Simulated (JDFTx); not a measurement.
```json
{
  "surface": "WSi2(101), Si outermost, slab composition W3Si6",
  "bulk": "WSi2, I4/mmm, lattice of mp-1620 (not re-optimised)",
  "slab": "9 atoms in 9 planes, 1x1, 7.7 Å between the outermost planes",
  "in-plane cell": "3.215 × 4.515 Å, 13.56 Å²",
  "cell_height": "23.9 Å",
  "sampling": "8×8×1 k mesh, Fermi smearing 0.01 Ha, no spin polarisation"
}
```

Whether this polymorph is the ambient one wasn't checked.

Profiles through the double layer of this slab, charged, in CANDLE, water, 2 M NaCl; PBE, GBRV ultrasoft potentials, plane waves to 20/100 Ha, JDFTx (a modified build). z is the height above the outermost atoms, φ the plane-averaged electrostatic potential energy of an electron (zero in the bulk liquid), ρ_b the bound charge of solvent and ions, s the cavity shape function (0 in the solid, 1 in the liquid).

```json
[
 {"z (Å)": "0.91", "n (e/Å³)": "0.0883", "s": "0.00", "φ (eV)": "-1.579", "ρ_b (10⁻³ e/Å³)": "-0.08"},
 {"z (Å)": "1.37", "n (e/Å³)": "0.0308", "s": "0.00", "φ (eV)": "-0.794", "ρ_b (10⁻³ e/Å³)": "-1.34"},
 {"z (Å)": "1.82", "n (e/Å³)": "0.0089", "s": "0.01", "φ (eV)": "-0.167", "ρ_b (10⁻³ e/Å³)": "-4.10"},
 {"z (Å)": "2.28", "n (e/Å³)": "0.0024", "s": "0.13", "φ (eV)": "-0.030", "ρ_b (10⁻³ e/Å³)": "-0.57"},
 {"z (Å)": "2.73", "n (e/Å³)": "0.0006", "s": "0.40", "φ (eV)": "-0.015", "ρ_b (10⁻³ e/Å³)": "0.44"},
 {"z (Å)": "3.19", "n (e/Å³)": "0.0002", "s": "0.69", "φ (eV)": "-0.010", "ρ_b (10⁻³ e/Å³)": "0.14"},
 {"z (Å)": "3.64", "n (e/Å³)": "0.0000", "s": "0.92", "φ (eV)": "-0.008", "ρ_b (10⁻³ e/Å³)": "0.03"},
 {"z (Å)": "4.10", "n (e/Å³)": "0.0000", "s": "1.00", "φ (eV)": "-0.006", "ρ_b (10⁻³ e/Å³)": "0.01"},
 {"z (Å)": "4.55", "n (e/Å³)": "0.0000", "s": "1.00", "φ (eV)": "-0.005", "ρ_b (10⁻³ e/Å³)": "0.00"},
 {"z (Å)": "5.01", "n (e/Å³)": "0.0000", "s": "1.00", "φ (eV)": "-0.004", "ρ_b (10⁻³ e/Å³)": "0.00"},
 {"z (Å)": "5.46", "n (e/Å³)": "0.0000", "s": "1.00", "φ (eV)": "-0.003", "ρ_b (10⁻³ e/Å³)": "0.00"},
 {"z (Å)": "5.92", "n (e/Å³)": "0.0000", "s": "1.00", "φ (eV)": "-0.003", "ρ_b (10⁻³ e/Å³)": "0.00"},
 {"z (Å)": "6.37", "n (e/Å³)": "0.0000", "s": "1.00", "φ (eV)": "-0.002", "ρ_b (10⁻³ e/Å³)": "0.00"},
 {"z (Å)": "6.83", "n (e/Å³)": "0.0000", "s": "1.00", "φ (eV)": "-0.002", "ρ_b (10⁻³ e/Å³)": "0.00"},
 {"z (Å)": "7.28", "n (e/Å³)": "0.0000", "s": "1.00", "φ (eV)": "-0.001", "ρ_b (10⁻³ e/Å³)": "0.00"},
 {"z (Å)": "7.74", "n (e/Å³)": "0.0000", "s": "1.00", "φ (eV)": "-0.001", "ρ_b (10⁻³ e/Å³)": "0.00"}
]
```

Q: Is the electrode positively or negatively charged, and roughly by how much?

A: Positively: σ = 4.0 μC/cm² per face. The liquid's bound charge is of the opposite sign overall, and far from the surface φ decays with the screening length (2.1 Å).
